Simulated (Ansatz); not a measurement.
Cu₃Ge in space group P-6m2 (No. 187; Cu on 1b, Cu on 2i, Ge on 1a) under volume change, r²SCAN in the plane-wave PAW code Ansatz, shape and atoms relaxed at each volume.

| V (Å³/atom) | E − E(relaxed) (meV/atom) | P (GPa) |
|---|---|---|
| 11.740 | 49.8 | 15.15 |
| 12.127 | 20.8 | 9.11 |
| 12.514 | 4.9 | 4.18 |
| 12.901 | 0.0 | 0.00 |
| 13.288 | 4.4 | -3.56 |
| 13.675 | 16.7 | -6.53 |
| 14.062 | 35.6 | -9.00 |

Task: What does a third-order Birch–Murnaghan fit give for V₀, B₀ and B′?

Result: V₀ = 12.90 Å³/atom, B₀ = 128 GPa, B′ = 4.8.

The first step of the workflow began from a Materials Project structure, measured or hypothetical; the Crystallography Open Database copy checked does not list it. Whether it is the stable phase at ambient conditions was not checked. The cell was relaxed with r²SCAN under the symmetry of its start; whether a distortion lowers the energy is not shown. No spin polarisation was allowed. Its formation energy is positive at this level, so the cell may be metastable or incomplete.

Potentials: the later of the program's two PAW sets.
